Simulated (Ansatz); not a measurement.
Axial (c/a) deformation path in K$_{2}$BrCl

Computed with DFT LDA, scalar-relativistic, plane waves, PAW in Ansatz. Settings: plane waves to 420 eV, k-mesh 6×6×6 (Γ-centred), Gaussian smearing 0.05 eV. No spin polarisation. Energies are free energies at this smearing, counted from the undisturbed cell; pressure is positive in compression.

The starting cell (as given, not relaxed at this level; it stands at -1.9 GPa, and it needn't be the usual structure):

```yaml
crystal:
  lattice:
    - [2.28063, 1.31672, 7.46643]
    - [-2.28063, 1.31672, 7.46643]
    - [0.00000, -2.63345, 7.46643]
  atoms:
    - { symbol: K, position: [0.74619, 0.74619, 0.74619] }
    - { symbol: K, position: [0.25381, 0.25381, 0.25381] }
    - { symbol: Br, position: [0.50000, 0.50000, 0.50000] }
    - { symbol: Cl, position: [0.00000, 0.00000, 0.00000] }
```

At fixed volume and fractional coordinates, lengths along (0.000, 0.000, 1.000) are scaled against those across it; ρ is that ratio over its starting value.

```csv
ρ,ΔE (meV/atom),pressure (GPa),gap on the mesh (eV)
0.800,34.2,-2.2,3.98
0.850,19.7,-2.0,4.08
0.920,5.8,-1.9,4.22
0.960,1.5,-1.9,4.22
1.000,0.0,-1.9,4.17
1.050,2.3,-1.9,4.08
1.100,9.3,-1.9,3.96
1.200,37.8,-2.1,3.63
1.300,85.7,-2.3,3.19
```